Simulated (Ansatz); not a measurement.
**BaZnPF: levels and charges under dearer methods**

A database entry relaxed whole under r2SCAN at zero pressure (P4/nmm, No. 129):

```xyz
8
Lattice="4.1425 0.0000 0.0000 0.0000 4.1425 0.0000 0.0000 0.0000 9.4943" Properties=species:S:1:pos:R:3 pbc="T T T"
Ba    2.0712    0.0000    3.1444
Ba    0.0000    2.0712    6.3499
Zn    2.0712    2.0712    0.0000
Zn    0.0000    0.0000    0.0000
P     0.0000    2.0712    1.3952
P     2.0712    0.0000    8.0991
F     2.0712    2.0712    4.7471
F     0.0000    0.0000    4.7471
```

Its volume is 20.37 Å³ an atom, -0.3 % against the entry's 20.42, a measured cell (2005, 293 K).

Single points on this cell with plane-wave PAW DFT (Ansatz 0.2.0; r2SCAN 500 eV, hybrids 420 eV; fermi-dirac occupations of width 0.020 eV; no moments): r2SCAN on a 8×8×4 Γ-centred mesh; r2SCAN with spin-orbit coupling on a 6×6×4 Γ-centred mesh; HSE06 on a 6×6×2 Γ-centred mesh; PBE0 on a 6×6×2 Γ-centred mesh.

**Question.** How do gap, pressure and charges move from level to level?

**Answer.** The runs give:

| level | gap (eV), or kind | pressure (GPa) | Bader charge of Ba (e) | Bader charge of Zn (e) | Bader charge of P (e) | Bader charge of F (e) |
| --- | --- | --- | --- | --- | --- | --- |
| r2SCAN | 0.72 | 0.0 | +1.57 | +0.61 | -1.33 | -0.85 |
| r2SCAN with spin-orbit coupling | 0.70 | 0.0 | +1.57 | +0.61 | -1.33 | -0.85 |
| HSE06 | 1.22 | 0.6 | +1.58 | +0.64 | -1.35 | -0.86 |
| PBE0 | 1.87 | 0.4 | +1.58 | +0.64 | -1.36 | -0.86 |

Under r2SCAN the gap is 0.72 eV, over mesh and band path. HSE06 moves it by +0.50 eV and PBE0 by +1.15 eV; PBE0 keeps its exact exchange at long range, which widens the gap over HSE06's by 0.65 eV on their common mesh. Spin-orbit coupling moves the r2SCAN gap by -0.02 eV.

Caveats: the relaxation kept the start's symmetry; HSE06 is read on its mesh and at the zone's corners, PBE0 on its mesh alone; hybrid pressures are good to a few tenths of a GPa; pressure is positive in compression.
